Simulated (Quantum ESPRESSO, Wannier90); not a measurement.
## Wannier functions of ZrO$_{2}$ (anatase)

```xyz
6
Lattice="0.0000 -4.0152 0.0000 4.0152 0.0000 0.0000 -2.0076 2.0076 5.3459" Properties=species:S:1:pos:R:3 pbc="T T T"
Zr     0.0000     0.0000     0.0000
Zr     0.0000     2.0076     2.6729
O      0.0000     0.0000    -2.1556
O      0.0000     2.0076     0.5174
O      2.0076     0.0000    -0.5174
O      0.0000     0.0000     2.1556
```

Structure: Materials Project mp-754403, symmetrised, not relaxed again. Not found in the COD (Crystallography Open Database) copy used, which has the formula in other groups; not checked further. Computed values, not measurements, from PBEsol: Quantum ESPRESSO (norm-conserving PseudoDojo potentials, cutoff 68 Ry, spinors with spin-orbit coupling) on a Γ-centred 4×4×4 mesh, then Wannier90. Density: 8×8×8 mesh, cold smearing 0.01 Ry.

Bands 25-48 form an isolated set from -3.95 to 0.00 eV relative to the valence-band maximum (on the path) and are turned into 24 Wannier functions by minimising the spread from the start: atomic waves O 2p.

Where do the functions sit, how wide are they and what are they made of?


```tsv
functions	spread (Å²)	nearest atom, distance (Å)	second atom, distance (Å)	weight on atomic waves
8	1.26	O 0.03	Zr 2.06	O 2p 78 %, Zr 4d 15 %
8	1.17	O 0.06	Zr 2.09	O 2p 82 %, Zr 4d 13 %
8	1.12	O 0.04	Zr 2.08	O 2p 83 %, Zr 4d 15 %
```

Ω_I = 28.06 Å², Ω_total = 28.44 Å²; the interpolated bands follow pw.x to 4.4 meV rms on the path. Only this start was tried; a symmetric start can stop on a saddle, and mixtures of these functions could lower the total by at most Ω_total − Ω_I.
